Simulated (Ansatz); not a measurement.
Space group P6_3mc (No. 186). a = 3.183 Å, b = 3.183 Å, c = 5.184 Å, α = 90.00°, β = 90.00°, γ = 120.00°
```csv
atom,site,symmetry,x,y,z
Ga,2b,3m.,0.3333,0.6667,0.9991
N,2b,3m.,0.3333,0.6667,0.3759
```

Equation of state of this GaN structure (not necessarily the ground state), with shape and atoms relaxed at each volume where symmetry leaves them free. All numbers below come from DFT r2SCAN, scalar-relativistic, plane waves, PAW (Ansatz).

Plane waves to 500 eV, a k mesh through Γ of 12×12×6 on the computed 4-atom cell and Gaussian smearing (0.02 eV); no spin polarisation.

```csv
V (Å³/atom),E − E(largest V) (meV/atom),P (GPa),gap on mesh (eV)
10.007,67.04,33.08,3.24
10.348,7.93,22.73,3.01
10.689,-30.83,13.92,2.78
11.030,-52.25,6.41,2.56
11.371,-58.90,0.00,2.35
11.712,-52.94,-5.46,2.14
12.053,-36.24,-10.10,1.94
12.508,0.00,-15.24,1.69
```

Fit a third-order Birch–Murnaghan equation to E(V).

V0 = 11.37 Å³/atom, B0 = 197 GPa, B0' = 4.3.